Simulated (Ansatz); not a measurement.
One crystal and one scan (frozen-phonon scan) at two levels, PBE (plane waves to 420 eV, PAW, scalar-relativistic; Ansatz, a program for electronic structure) and r2SCAN (plane waves to 500 eV, PAW, scalar-relativistic; Ansatz), each from its own relaxed cell and on its own mesh. The cell shown is that of PBE.

ZnCu (CsCl type)

```xyz
4
Lattice="5.9276 0.0000 0.0000 2.9638 2.9638 0.0000 2.9638 0.0000 2.9638" Properties=species:S:1:pos:R:3 pbc="T T T"
Zn     0.0000     0.0000     0.0000
Zn     2.9638     0.0000     0.0000
Cu     7.4096     1.4819     1.4819
Cu     4.4457     1.4819     1.4819
```

The atoms are displaced by Q × the pattern below (from a DFPT mode at R = (0.5, 0.5, 0.5), largest move 1; Q in Å), at fixed cell. It is one choice among 3 degenerate patterns. (q is in reciprocal vectors of the primitive cell; the cell shown is doubled to hold the pattern.)

| atom | x | y | z |
|---|---|---|---|
| Zn1 | 0.000 | 0.000 | 1.000 |
| Zn2 | 0.000 | 0.000 | -1.000 |

Atoms not listed stay in place.

ZnCu is run without spin polarisation. ZnCu was relaxed with its symmetry unable to fall. With partly filled bands, energies and forces of such displacements shift with the k mesh and the smearing. Percentages come from the unrounded values. Both scans cover Q from -0.100 to 0.100 Å.

Results of PBE:

```
Property                                                                                                                                           Value
----------------------------------------------------------------------------------------  --------------------------------------------------------------
Lattice constant a (Å)                                                                                                                             2.964
Energy at Q = 0.100 Å (meV/cell)                                                                                                                      62
Harmonic wavenumber from the curvature (finite differences) (cm⁻¹ (negative: imaginary))                                                             159
Space group of the distorted cell                                                                                   I4/mmm (No. 139), lowered from Pm-3m
Symmetry of the curve                                                                                                      even: the same for both signs
Shape of the curve                                                                        a single well with its minimum at or next to zero displacement
```

What does r2SCAN give for the same quantities?


```json
[
 {"quantity": "Lattice constant a (Å)", "r2SCAN": "2.919", "PBE − r2SCAN": "+0.045 (+1.5 %)"},
 {"quantity": "Energy at Q = 0.100 Å (meV/cell)", "r2SCAN": "72", "PBE − r2SCAN": "-10 (-14 %)"},
 {"quantity": "Harmonic wavenumber from the curvature (finite differences) (cm⁻¹ (negative: imaginary))", "r2SCAN": "172", "PBE − r2SCAN": "-13 (-7 %)"}
]
```

PBE gives the higher value for: lattice constant a. PBE gives the lower value for: energy at Q = 0.100 Å; harmonic wavenumber from the curvature. Both give the same space group of the distorted cell: I4/mmm (No. 139), lowered from Pm-3m.

(A displaced cell: forces are minus the slopes of the energy, force constants its curvatures, and phonons follow from these.)
